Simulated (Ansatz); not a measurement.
## Formation energy of CsCl-type GdBi

Level of theory: DFT, PBEsol, scalar-relativistic, collinear spin; plane waves to 420 eV with PAW datasets (Ansatz 0.2.0), 8×8×8 k-mesh, Gaussian smearing of 0.05 eV. The datasets are Ansatz's generated set soft_2.

This is a trial structure: such lanthanide and actinide compounds mostly take the rock-salt structure.

It takes space group Pm-3m (No. 221, cubic). The conventional cell has a = 3.853 Å, b = 3.853 Å, c = 3.853 Å, α = 90.00°, β = 90.00°, γ = 90.00°. Around Gd (site symmetry m-3m) lie 8 Bi at 3.34 Å. Bi (site symmetry m-3m) has 8 Gd at 3.34 Å as nearest neighbours. (Shells end 15 % past the nearest neighbour.)

The elements were computed in their standard states with the same datasets, cutoff and functional. The compound's run is ferromagnetic, with site spin moments Gd 7.08; Bi -0.07 μB. Total energies depend on the potentials used, so only differences within one code and one set of settings carry meaning.

Energy of the relaxed cell (2 atoms, smearing extrapolated to zero): -21471.472 eV. Elements, in eV/atom: Gd -9227.984, Bi -12242.001.

**Question.** What is the formation energy?

**Answer.** [-21471.472 − (1 × -9227.984 + 1 × -12242.001)] / 2 = -0.74 eV/atom, or -72 kJ per mole of atoms.

The value is for 0 K, without zero-point energy. A negative value shows stability against the elements alone, not against other compounds or structures.

Formal charges Gd³⁺, Bi³⁻ leave Gd³⁺ with an open 4f⁷ shell. The run still finds no gap: within 0.1 eV of the Fermi level the projected states are 54 % Gd 5d, 27 % Bi 6p, 16 % Gd 4f. Apart from the f shell, rare-earth antimonides and bismuthides of this kind are mostly semimetals, since the Gd 5d band overlaps the anion's p band.

Without a U the 4f levels of Gd lie too near the Fermi level, so their share of the states there, and what hangs on it, is overstated. Scalar-relativistic only: spin–orbit splittings of the heavy atoms' levels are missing. The run wasn't fully tested for a lower electronic state. Site moments are of spin, integrated over atomic spheres. No antiparallel order was tried.
